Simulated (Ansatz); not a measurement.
Cd3AsI3:
```
Cd3AsI3
1.0
    7.35618     0.00000     0.00000
    0.00000     4.51168     0.00000
   -0.03466     0.00000     7.72255
Cd As I
3 1 3
Cartesian
  4.38411   2.25584   6.64648
  0.27223   0.00000   5.33318
  0.56249   2.25584   0.91272
  6.91116   2.25584   6.28627
  6.90814   0.00000   2.47447
  3.22427   0.00000   5.18024
  3.29825   2.25584   1.48275
```

Relaxed with PBEsol. PBEsol (plane waves, PAW; program Ansatz) gives a gap of 0.92 eV.

Task: What gap does HSE06 give on the same cell (Ansatz, PAW)?

Result: 1.84 eV, 0.92 eV more. The hybrid was solved on a coarser mesh and at special points; its gap is the smallest among all of these.

Cost on shared cores: the PBEsol run (SCF on a 4×6×4 mesh, then bands and DOS) very roughly 13 core-minutes, the HSE06 run (SCF on 3×4×2, then a few points) very roughly 9 core-minutes; the tasks are unlike.

Space group Pm. The first step of the workflow began from a Materials Project structure, measured or hypothetical; the Crystallography Open Database copy checked does not list it. Whether it is the stable phase at ambient conditions was not checked. The PBEsol relaxation kept the symmetry of its start; whether a distortion lowers the energy is not shown. Spin–orbit coupling is left out wherever it is not named.

Potentials: the later of the program's two PAW sets.
